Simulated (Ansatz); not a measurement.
Property card for P

The calculation used DFT PBE+D3(BJ), scalar-relativistic, plane waves, PAW (Ansatz 0.2.0).

Cutoff 420 eV; k points 14×14×10 on the computed 4-atom cell (Γ-centred); Gaussian smearing, width 0.10 eV; no spin polarisation.

The structure is relaxed at this level of theory with its symmetry kept.

```yaml
crystal:
  lattice:
    - [1.66141, -5.09728, 0.00000]
    - [1.66141, 5.09728, 0.00000]
    - [0.00000, 0.00000, 4.16484]
  atoms:
    - { symbol: P, position: [0.89363, 0.10637, 0.07189] }
    - { symbol: P, position: [0.60637, 0.39363, 0.57189] }
    - { symbol: P, position: [0.10637, 0.89363, 0.92811] }
    - { symbol: P, position: [0.39363, 0.60637, 0.42811] }
```

```
Space group                                       : Cmce (No. 64)
Volume per atom                                   : 119.0 bohr³
Kohn–Sham band gap                                : none (metal)
Density of states at the Fermi level              : 0.09 states/eV per cell (so small that it hangs on the mesh: a semimetal, or crossings between mesh points)
Löwdin character within 0.5 eV of the Fermi level : P 3p 78 %, P 3s 14 %, unprojected 7 %
Bulk modulus                                      : 26.6 GPa
Its pressure derivative                           : 2.2
Bader charges (e)                                 : P (4 in the cell) 0.00
```